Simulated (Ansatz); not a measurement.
Ansatz input file:

```yaml
crystal:
  lattice:
    - [5.6576175854, 0.0, 0.0]
    - [-2.8288087927, 4.8996405538, 0.0]
    - [0.0, 0.0, 4.9801001952]
  atoms:
    - { symbol: "Y", position: [0.0, 0.0, 0.5] }
    - { symbol: Mg, position: [0.0, 0.6169805523, 0.0] }
    - { symbol: Mg, position: [0.6169805523, 0.0, 0.0] }
    - { symbol: Mg, position: [0.3830194477, 0.3830194477, 0.0] }
    - { symbol: Mg, position: [0.6666666667, 0.3333333333, 0.5] }
    - { symbol: Mg, position: [0.3333333333, 0.6666666667, 0.5] }
basis:
  ecutwfc: 500
kpoints:
  mp_grid: { grid: [9, 9, 8] }
hamiltonian:
  xc: r2scan
scf:
  occupations: { method: gaussian, width: 0.1 }
output:
  forces: true
  stress: true
  eigenvalues: true
relax:
  adjacent_minimum: "off"
  f_tol: 0.01
  max_steps: 30
  cell: { stress_tol: 0.1, fix: [volume] }
```

It can be run as
```bash
ansatz run input.yaml --threads 1 --pin off --backend cpu --events-out ev --progress --plain --runs-dir out  # memory cap (--max-ram) not shown
```

These are results of DFT r2SCAN, scalar-relativistic, plane waves, PAW (Ansatz), not measurements.

From the run's log, abridged (iterations and final results):

```
SCF iter   1: F=—  HF=-13491.795484 eV  |F-HF|=—  |Δ(HF+E_count)|=         —  Δρ=7.63e-3  dr2=8.46e-2  dr2_τ=3.88e-3  ethr=1.77e-3  ⟨swp⟩=6.0  Hψ=8154  notcnv=0
SCF iter   2: F=—  HF=-13491.836602 eV  |F-HF|=—  |Δ(HF+E_count)|=   4.11e-2  Δρ=3.72e-3  dr2=3.24e-2  dr2_τ=4.39e-4  ethr=1.39e-4  ⟨swp⟩=3.0  Hψ=4832  notcnv=0  defer=89
SCF iter   3: F=—  HF=-13491.832134 eV  |F-HF|=—  |Δ(HF+E_count)|=   4.47e-3  Δρ=9.68e-4  dr2=3.16e-3  dr2_τ=1.26e-4  ethr=5.32e-5  ⟨swp⟩=2.3  Hψ=2987  notcnv=0  defer=89
SCF iter   4: F=—  HF=-13491.831853 eV  |F-HF|=—  |Δ(HF+E_count)|=   2.81e-4  Δρ=2.70e-4  dr2=2.99e-4  dr2_τ=6.71e-6  ethr=5.18e-6  ⟨swp⟩=2.0  Hψ=2596  notcnv=0  defer=89
SCF iter   5: F=—  HF=-13491.831784 eV  |F-HF|=—  |Δ(HF+E_count)|=   6.84e-5  Δρ=4.76e-5  dr2=6.80e-6  dr2_τ=1.19e-7  ethr=4.91e-7  ⟨swp⟩=2.0  Hψ=2531  notcnv=0  defer=89
SCF iter   6: F=—  HF=-13491.831800 eV  |F-HF|=—  |Δ(HF+E_count)|=   1.61e-5  Δρ=1.26e-5  dr2=4.56e-7  dr2_τ=2.88e-8  ethr=1.11e-8  ⟨swp⟩=2.0  Hψ=2779  notcnv=0  defer=89
SCF iter   7: F=-13491.831800 eV  HF=-13491.831800 eV  |F-HF|=7.22e-9  |Δ(HF+E_count)|=   1.89e-8  Δρ=3.96e-6  dr2=3.47e-8  dr2_τ=7.15e-10  ethr=1.64e-10  ⟨swp⟩=9.2  Hψ=8813  notcnv=0
SCF 1 converged in 7 iterations: F = -13491.831800 eV  dr2 = 3.47e-8
relax step   1: F+E_penalty+E_count = -13491.83180047 eV  Δ(F+E_penalty+E_count) = +0.000e0 eV  max|allowed force component| = 1.570e-2 eV/Å  Δτ_max = 0.0000 Å  P = +2.817 GPa  Ω = 138.050 Å³  fix = [volume]  reactions: volume +2.817 GPa (7 SCF iters, dr2 threshold 1.00e-7 eV, accepted)
Initial density: handed on by an earlier stage of this run
Initial wavefunctions: those handed on with the density
SCF iter   1: F=—  HF=-13491.830829 eV  |F-HF|=—  |Δ(HF+E_count)|=         —  Δρ=1.70e-4  dr2=1.35e-4  dr2_τ=7.65e-4  ethr=2.41e-7  ⟨swp⟩=3.0  Hψ=10529  notcnv=0
SCF iter   2: F=—  HF=-13491.832374 eV  |F-HF|=—  |Δ(HF+E_count)|=   1.55e-3  Δρ=1.26e-4  dr2=4.93e-5  dr2_τ=8.78e-7  ethr=2.21e-7  ⟨swp⟩=2.0  Hψ=4061  notcnv=0
SCF iter   3: F=—  HF=-13491.832396 eV  |F-HF|=—  |Δ(HF+E_count)|=   2.16e-5  Δρ=3.57e-5  dr2=2.71e-6  dr2_τ=1.73e-7  ethr=8.08e-8  ⟨swp⟩=2.0  Hψ=2561  notcnv=0
SCF iter   4: F=—  HF=-13491.832396 eV  |F-HF|=—  |Δ(HF+E_count)|=   1.37e-7  Δρ=1.12e-5  dr2=2.06e-7  dr2_τ=9.24e-9  ethr=4.45e-9  ⟨swp⟩=2.0  Hψ=2637  notcnv=0
SCF iter   5: F=-13491.832396 eV  HF=-13491.832396 eV  |F-HF|=1.55e-10  |Δ(HF+E_count)|=   1.11e-8  Δρ=2.40e-6  dr2=1.05e-8  dr2_τ=2.98e-10  ethr=1.06e-10  ⟨swp⟩=5.0  Hψ=8448  notcnv=0
SCF 2 converged in 5 iterations: F = -13491.832396 eV  dr2 = 1.05e-8
relax step   2: F+E_penalty+E_count = -13491.83239567 eV  Δ(F+E_penalty+E_count) = -5.952e-4 eV  max|allowed force component| = 1.451e-2 eV/Å  Δτ_max = 0.0070 Å  P = +2.800 GPa  Ω = 138.050 Å³  energy of the carried Pulay correction = -1.336e-17 eV  fix = [volume]  reactions: volume +2.800 GPa (5 SCF iters, dr2 threshold 6.49e-8 eV, accepted)
SCF iter   1: F=—  HF=-13491.823158 eV  |F-HF|=—  |Δ(HF+E_count)|=         —  Δρ=4.03e-4  dr2=8.08e-4  dr2_τ=4.86e-3  ethr=1.56e-6  ⟨swp⟩=4.0  Hψ=10780  notcnv=0
SCF iter   2: F=—  HF=-13491.832686 eV  |F-HF|=—  |Δ(HF+E_count)|=   9.53e-3  Δρ=2.99e-4  dr2=2.80e-4  dr2_τ=4.23e-6  ethr=1.32e-6  ⟨swp⟩=2.0  Hψ=4063  notcnv=0
SCF iter   3: F=—  HF=-13491.832687 eV  |F-HF|=—  |Δ(HF+E_count)|=   1.37e-6  Δρ=8.36e-5  dr2=1.29e-5  dr2_τ=7.60e-7  ethr=4.59e-7  ⟨swp⟩=2.0  Hψ=2592  notcnv=0
SCF iter   4: F=—  HF=-13491.832704 eV  |F-HF|=—  |Δ(HF+E_count)|=   1.71e-5  Δρ=2.97e-5  dr2=1.23e-6  dr2_τ=4.82e-8  ethr=2.12e-8  ⟨swp⟩=2.0  Hψ=2605  notcnv=0
SCF iter   5: F=—  HF=-13491.832704 eV  |F-HF|=—  |Δ(HF+E_count)|=   8.22e-8  Δρ=5.81e-6  dr2=6.76e-8  dr2_τ=2.49e-9  ethr=2.02e-9  ⟨swp⟩=2.0  Hψ=2749  notcnv=0
SCF iter   6: F=-13491.832704 eV  HF=-13491.832704 eV  |F-HF|=2.70e-9  |Δ(HF+E_count)|=   9.87e-9  Δρ=1.87e-6  dr2=9.28e-9  dr2_τ=5.88e-11  ethr=2.16e-11  ⟨swp⟩=5.7  Hψ=8610  notcnv=0
SCF 3 converged in 6 iterations: F = -13491.832704 eV  dr2 = 9.28e-9
relax step   3: F+E_penalty+E_count = -13491.83270425 eV  Δ(F+E_penalty+E_count) = -3.086e-4 eV  max|allowed force component| = 6.151e-3 eV/Å  Δτ_max = 0.0186 Å  P = +2.777 GPa  Ω = 138.050 Å³  energy of the carried Pulay correction = -4.454e-18 eV  fix = [volume]  reactions: volume +2.777 GPa (6 SCF iters, dr2 threshold 1.32e-8 eV, accepted)
Initial wavefunctions: pseudopotential atomic-orbital guess (no wavefunctions were taken with the density)
SCF iter   1: F=—  HF=-13491.832687 eV  |F-HF|=—  |Δ(HF+E_count)|=         —  Δρ=5.32e-6  dr2=1.29e-8  dr2_τ=2.49e-8  ethr=2.49e-8  ⟨swp⟩=4.0  Hψ=14055  notcnv=0
SCF iter   2: F=—  HF=-13491.832706 eV  |F-HF|=—  |Δ(HF+E_count)|=   1.87e-5  Δρ=2.94e-6  dr2=5.90e-9  dr2_τ=9.52e-10  ethr=2.12e-11  ⟨swp⟩=2.9  Hψ=4219  notcnv=0
SCF iter   3: F=—  HF=-13491.832706 eV  |F-HF|=—  |Δ(HF+E_count)|=   4.48e-9  Δρ=4.15e-7  dr2=4.21e-10  dr2_τ=8.65e-11  ethr=9.68e-12  ⟨swp⟩=3.0  Hψ=4101  notcnv=0
SCF iter   4: F=-13491.832706 eV  HF=-13491.832706 eV  |F-HF|=0.00e0  |Δ(HF+E_count)|=  1.64e-11  Δρ=2.11e-7  dr2=4.46e-11  dr2_τ=6.72e-12  ethr=1.00e-12  ⟨swp⟩=4.9  Hψ=7536  notcnv=0
SCF 4 converged in 4 iterations: F = -13491.832706 eV  dr2 = 4.46e-11
SCF converged after 4 iterations
Free energy (F): -13491.832706 eV
Harris-Foulkes:  -13491.832706 eV  (|F-HF|=0.00e0)
Internal energy: -13491.823256 eV  (E = F + TS)
E sigma→0 (E₀):  -13491.827981 eV
Entropy (-TS):   -0.009450 eV (-1.575 meV/atom)
Fermi energy:    7.030526 eV
--- Per-component energies (eV) ---
  E_band       = -1934.710972
  E_kinetic    = 678.626529
  E_local      = -8633.097402  (includes V_loc(G=0)·N_el)
  E_nonlocal   = 529.322384
  E_hartree    = 3072.117846
  E_xc         = -301.170149
  E_vxc        = -415.280504  (∫ρ·V_xc dr)
  E_paw        = -4321.479681  (= ΣΔE_a)
  E_vpaw       = -263.178935  (= ΣTr[D̂ρ^β])
  E_aug_tail   = -0.000004  (compensation charges beyond the density's cutoff)
  E_vtau       = 24.661117  (kinetic-family band-sum trace: ∫τ·v_τ [+ j·A + Jᵃ·Aᵃ] dr)
  E_ewald      = -4515.857785
  E_core_change = -0.284994  (= ΣΔE_core)
  E_smearing   = -0.009450  (= −TS)
--- Forces (eV/Å), atoms counted from 1 ---
  atom   1  Y      0.00000000     0.00000000     0.00000000
  atom   2  Mg     0.00308199    -0.00533815     0.00000000
  atom   3  Mg    -0.00616397     0.00000000     0.00000000
  atom   4  Mg     0.00308199     0.00533815     0.00000000
  atom   5  Mg     0.00000000     0.00000000     0.00000000
  atom   6  Mg     0.00000000     0.00000000     0.00000000
--- Stress (GPa, compression-positive) ---
        2.759524       0.000000       0.000000
        0.000000       2.759524       0.000000
        0.000000       0.000000       2.810518
  P = ⅓ Tr σ = 2.7765 GPa (27.765 kbar)
--- Band table (eV; the first three rows and the last of 60) ---
  k-point 0: bands = ["-71.5971", "-71.5942", "-71.5942", "-71.4947", "-71.4937", "-37.5683", "-36.7146", "-36.7047", "-36.7047", "-36.6983", "-36.6927", "-36.6892", "-36.6892", "-36.6827", "-36.6827", "-36.5988", "-36.5988", "-36.5936", "-36.5908", "-36.5889", "-36.5889", "-16.9366", "-16.9366", "-16.8842", "-0.1208", "5.2507", "5.2507", "5.4736", "5.7733", "5.8241", "6.9763", "6.9763", "7.6099", "8.2341", "8.2341", "10.8994", "10.8994"]
  k-point 1: bands = ["-71.5971", "-71.5942", "-71.5942", "-71.4947", "-71.4937", "-37.5683", "-36.7149", "-36.7046", "-36.7046", "-36.6976", "-36.6928", "-36.6894", "-36.6894", "-36.6827", "-36.6827", "-36.5986", "-36.5986", "-36.5933", "-36.5914", "-36.5889", "-36.5889", "-16.9364", "-16.9364", "-16.8858", "-0.0152", "4.5419", "5.3216", "5.3216", "5.8542", "6.4234", "6.8939", "6.8939", "8.1754", "8.3203", "8.3203", "10.1734", "10.1734"]
  k-point 2: bands = ["-71.5971", "-71.5942", "-71.5942", "-71.4947", "-71.4937", "-37.5683", "-36.7157", "-36.7045", "-36.7045", "-36.6959", "-36.6930", "-36.6900", "-36.6900", "-36.6826", "-36.6826", "-36.5981", "-36.5981", "-36.5930", "-36.5925", "-36.5889", "-36.5889", "-16.9361", "-16.9361", "-16.8898", "0.2991", "3.4203", "5.5191", "5.5191", "6.0848", "6.7260", "6.7260", "7.0095", "8.4822", "8.4822", "9.2688", "9.2688", "9.2797"]
  k-point 59: bands = ["-71.5956", "-71.5956", "-71.5943", "-71.4942", "-71.4942", "-37.5688", "-36.7098", "-36.7098", "-36.6995", "-36.6921", "-36.6921", "-36.6906", "-36.6885", "-36.6884", "-36.6884", "-36.5977", "-36.5932", "-36.5932", "-36.5932", "-36.5932", "-36.5881", "-16.9385", "-16.9385", "-16.8947", "3.0744", "3.0744", "3.5669", "3.5669", "4.3809", "4.6240", "8.1546", "8.1546", "8.2533", "8.2533", "9.1827", "10.5939", "11.0031"]
--- Relaxed structure (3 steps of the walk, 3 accepted, 1 SCFs on fresh bases) ---
  F+E_penalty+E_count = -13491.83270612 eV   max|allowed force component| = 6.164e-3 eV/Å   (the final SCF, on the basis selected at the relaxed cell)
  cell:  # Å, volume = 138.0498 Å³
    - [5.64609225, 0.0, 0.0]
    - [-2.82304612, 4.88965932, 0.0]
    - [0.0, 0.0, 5.00045264]
  atoms:
    - { symbol: Y, position: [0.0, 0.0, 0.5] }
    - { symbol: Mg, position: [0.0, 0.62150311, 0.0] }
    - { symbol: Mg, position: [0.62150311, 0.0, 0.0] }
    - { symbol: Mg, position: [0.37849688, 0.37849688, 0.0] }
    - { symbol: Mg, position: [0.66666666, 0.33333333, 0.5] }
    - { symbol: Mg, position: [0.33333333, 0.66666666, 0.5] }
```

The relaxation met its thresholds.